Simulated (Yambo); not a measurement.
```xyz
2
Lattice="0.0000 2.7161 2.7161 2.7161 0.0000 2.7161 2.7161 2.7161 0.0000" Properties=species:S:1:pos:R:3 pbc="T T T"
Si     4.0742     4.0742     4.0742
Si     2.7161     2.7161     2.7161
```

Si (diamond, space group Fd-3m, No. 227): mean Im ε in 1 eV windows above the direct gap of 3.25 eV, for different electron-hole kernels (Yambo, broadening 0.15 eV, PBEsol (pw.x of Quantum ESPRESSO, ONCV potentials, scalar-relativistic) bands; 10×10×10 mesh, 3 valence and 4 conduction bands, static screening with 18 bands and a 4 Ry block, scissor 0.74 eV, Tamm-Dancoff; field along x).

| window (eV) | independent quasiparticles | RPA (no attraction) | BSE |
|---|---|---|---|
| 3.2 to 4.2 | 22 | 18 | 36 |
| 4.2 to 5.2 | 26 | 23 | 17 |
| 5.2 to 6.2 | 17 | 17 | 9.9 |
| 6.2 to 7.2 | 5.2 | 6.7 | 3.4 |

This run doesn't resolve bound excitons or single peaks, so only averages are given, and they too depend on the mesh; weight that the attraction moves below the gap isn't listed. All transitions below 7.47 eV are in the band window. The scissor comes from a G0W0 run whose convergence isn't established.

Geometry relaxed with PBEsol.
